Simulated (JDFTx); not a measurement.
An input for a modified build of JDFTx (Pt(100), linear PCM (GLSSA13), water, 1 M KF; bohr, hartree) and the course of its log:

```
lattice \
  5.2689874820 0.0000000000 0.0000000000 \
  0.0000000000 5.2689874820 0.0000000000 \
  0.0000000000 0.0000000000 45.1644543786
coords-type Lattice
ion Pt 0.0000000000 0.0000000000 -0.1649853560 0
ion Pt 0.5000000000 0.5000000000 -0.0824926780 0
ion Pt 0.0000000000 0.0000000000 0.0000000000 0
ion Pt 0.5000000000 0.5000000000 0.0824926780 0
ion Pt 0.0000000000 0.0000000000 0.1649853560 0
ion-species pseudo/pt_pbe_v1.4.upf
elec-cutoff 20 100
elec-ex-corr gga-PBE
coulomb-interaction Slab 001
coulomb-truncation-embed 0 0 0
kpoint-folding 8 8 1
elec-smearing Fermi 0.01
elec-n-bands 53
target-mu -0.179704
electronic-scf nIterations 100 energyDiffThreshold 1e-07
fluid LinearPCM
pcm-variant GLSSA13
fluid-solvent H2O
fluid-cation K+ 1
fluid-anion F- 1
fluid-minimize nIterations 400 knormThreshold 1e-11
wavefunction read f0.wfns
elec-initial-eigenvals f0.eigenvals
elec-initial-fillings read f0.fillings
fluid-initial-state f0.fluidState
dump-name f0_u0.$VAR
dump End State Ecomponents EigStats BandEigs Forces ElecDensity IonicPositions Fillings Kpoints Dtot FluidDebug BoundCharge FluidDensity
```

```
[one cycle in 5 is shown, and the last three; fluid-solver lines are left out]
	FillingsUpdate:  mu: -0.179704000  nElectrons: 82.744428
SCF: Cycle:  0   G: -426.151008129980710   dG: +4.220e+00   |Residual|: 2.067e-01   |deigs|: 6.105e-07
	FillingsUpdate:  mu: -0.179704000  nElectrons: 80.531984
SCF: Cycle:  5   G: -430.249067572063382   dG: -2.553e-01   |Residual|: 3.164e-02   |deigs|: 2.021e-03
	FillingsUpdate:  mu: -0.179704000  nElectrons: 80.077336
SCF: Cycle: 10   G: -430.371031232187420   dG: -1.275e-03   |Residual|: 2.496e-03   |deigs|: 4.195e-04
	FillingsUpdate:  mu: -0.179704000  nElectrons: 80.035771
SCF: Cycle: 15   G: -430.370647163758122   dG: +2.024e-05   |Residual|: 2.479e-03   |deigs|: 1.009e-03
	FillingsUpdate:  mu: -0.179704000  nElectrons: 80.066356
SCF: Cycle: 20   G: -430.371115360510601   dG: -9.020e-06   |Residual|: 1.248e-04   |deigs|: 1.111e-04
	FillingsUpdate:  mu: -0.179704000  nElectrons: 80.065064
SCF: Cycle: 25   G: -430.371116710560443   dG: -1.053e-07   |Residual|: 5.315e-05   |deigs|: 2.270e-05
	FillingsUpdate:  mu: -0.179704000  nElectrons: 80.065446
SCF: Cycle: 30   G: -430.371116579415741   dG: +1.993e-07   |Residual|: 5.151e-05   |deigs|: 1.322e-05
	FillingsUpdate:  mu: -0.179704000  nElectrons: 80.064758
SCF: Cycle: 35   G: -430.371116821303588   dG: -7.510e-06   |Residual|: 7.588e-06   |deigs|: 1.953e-05
	FillingsUpdate:  mu: -0.179704000  nElectrons: 80.064726
SCF: Cycle: 40   G: -430.371116817452787   dG: -5.675e-06   |Residual|: 1.294e-05   |deigs|: 1.522e-05
	FillingsUpdate:  mu: -0.179704000  nElectrons: 80.063993
SCF: Cycle: 45   G: -430.371116386117080   dG: +4.077e-07   |Residual|: 6.396e-05   |deigs|: 5.416e-06
	FillingsUpdate:  mu: -0.179704000  nElectrons: 80.064885
SCF: Cycle: 50   G: -430.371116783850312   dG: -2.299e-08   |Residual|: 2.989e-05   |deigs|: 2.492e-06
	FillingsUpdate:  mu: -0.179704000  nElectrons: 80.064126
SCF: Cycle: 55   G: -430.371116496854313   dG: +3.131e-07   |Residual|: 5.550e-05   |deigs|: 3.644e-06
	FillingsUpdate:  mu: -0.179704000  nElectrons: 80.065159
SCF: Cycle: 60   G: -430.371116724251408   dG: +6.346e-08   |Residual|: 2.789e-05   |deigs|: 1.475e-06
	FillingsUpdate:  mu: -0.179704000  nElectrons: 80.064723
SCF: Cycle: 65   G: -430.371116803724533   dG: -4.939e-07   |Residual|: 1.254e-05   |deigs|: 4.302e-06
	FillingsUpdate:  mu: -0.179704000  nElectrons: 80.065208
SCF: Cycle: 70   G: -430.371116696813829   dG: +9.156e-08   |Residual|: 3.296e-05   |deigs|: 1.915e-06
	FillingsUpdate:  mu: -0.179704000  nElectrons: 80.064799
SCF: Cycle: 75   G: -430.371116799092647   dG: -1.204e-05   |Residual|: 6.145e-06   |deigs|: 2.253e-05
	FillingsUpdate:  mu: -0.179704000  nElectrons: 80.065240
SCF: Cycle: 80   G: -430.371116672622350   dG: -8.590e-08   |Residual|: 3.628e-05   |deigs|: 3.732e-06
	FillingsUpdate:  mu: -0.179704000  nElectrons: 80.064730
SCF: Cycle: 85   G: -430.371116792616192   dG: -6.376e-07   |Residual|: 1.471e-05   |deigs|: 5.078e-06
	FillingsUpdate:  mu: -0.179704000  nElectrons: 80.064785
SCF: Cycle: 90   G: -430.371116791846134   dG: -5.644e-06   |Residual|: 9.176e-06   |deigs|: 1.525e-05
	FillingsUpdate:  mu: -0.179704000  nElectrons: 80.064944
SCF: Cycle: 95   G: -430.371116780500415   dG: +9.634e-09   |Residual|: 1.498e-05   |deigs|: 1.488e-06
	FillingsUpdate:  mu: -0.179704000  nElectrons: 80.064922
SCF: Cycle: 97   G: -430.371116775438793   dG: -3.868e-07   |Residual|: 1.250e-05   |deigs|: 3.569e-06
	FillingsUpdate:  mu: -0.179704000  nElectrons: 80.065139
SCF: Cycle: 98   G: -430.371116708840816   dG: +6.660e-08   |Residual|: 2.654e-05   |deigs|: 1.231e-06
	FillingsUpdate:  mu: -0.179704000  nElectrons: 80.064781
SCF: Cycle: 99   G: -430.371116784576998   dG: -7.574e-08   |Residual|: 1.591e-05   |deigs|: 1.919e-06
SCF: None of the convergence criteria satisfied after 100 iterations.
IonicMinimize: Iter:   0  G: -430.371116784576998  |grad|_K:  0.000e+00
IonicMinimize: Converged (|grad|_K<1.000000e-04).
```

This run gave no converged result. The loop ran out of cycles short of its threshold. It has stalled and not diverged: the last ten energies span 8e-07 Ha, so the total is near its end, but levels, forces and the electron count aren't shown converged.
